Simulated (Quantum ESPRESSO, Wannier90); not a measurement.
Tight-binding from DFT: ZnCdS₂ (P-4m2)

```
ZnCdS2
1.0
    3.95435     0.00000     0.00000
    0.00000     3.95435     0.00000
    0.00000     0.00000     5.71912
Zn Cd S
1 1 2
Direct
  0.00000   0.00000   0.50000
  0.50000   0.50000   0.00000
  0.50000   0.00000   0.27642
  0.00000   0.50000   0.72358
```

Structure: Materials Project mp-971712, symmetrised, not relaxed again. Not found in the COD (Crystallography Open Database) copy used; not checked further. Computed values, not measurements, from PBEsol: Quantum ESPRESSO (norm-conserving PseudoDojo potentials, cutoff 82 Ry, spinors with spin-orbit coupling) on a Γ-centred 4×4×4 mesh, then Wannier90. Density: 8×8×6 mesh, cold smearing 0.01 Ry.

Base run: 32 functions from bands 17-20,41-96 of the 96 computed, start hydrogen-like Zn: s;p; Cd: s;p; S: s;p, centres 0.05 Å off the atoms, frozen window up to 2.78 eV relative to the valence-band maximum, outer window open. Bands 21–24 (Cd 4d 94 %), 25–30 (Cd 4d 92 %, S 3p 4 %), 31–40 (Zn 3d 92 %, S 3p 5 %) lie between the kept ones and are excluded. One thing is changed at a time; window edges are relative to the valence-band maximum. The misfit compares interpolated bands with pw.x on a high-symmetry path, for states up to 2.3 eV relative to the valence-band maximum. Converged means that the tolerances were met: symmetric starts can stop on a saddle, which shows as a larger Ω_OD at equal Ω_I and can move the misfit too.

```
setting                   functions  frozen to (eV)  Ω_I (Å²)  Ω_D (Å²)  Ω_OD (Å²)  rms misfit (meV)  worst (meV)                          ended
------------------------  ---------  --------------  --------  --------  ---------  ----------------  -----------  -----------------------------
base                             32            2.78     48.27      0.03       7.21                10           61                      converged
frozen window to 1.78 eV         32            1.78     48.25      0.03       7.20                10           60                      converged
frozen window to 2.28 eV         32            2.28     48.25      0.03       7.20                10           60                      converged
frozen window to 9.02 eV         32            9.02         –         –          –                 –            –  stops: too many frozen states
no frozen window                 32            none     46.85      0.02       6.25               164          585                      converged
outer window to 16.00 eV         32            2.78     54.66      0.09       8.39                14           75                      converged
```
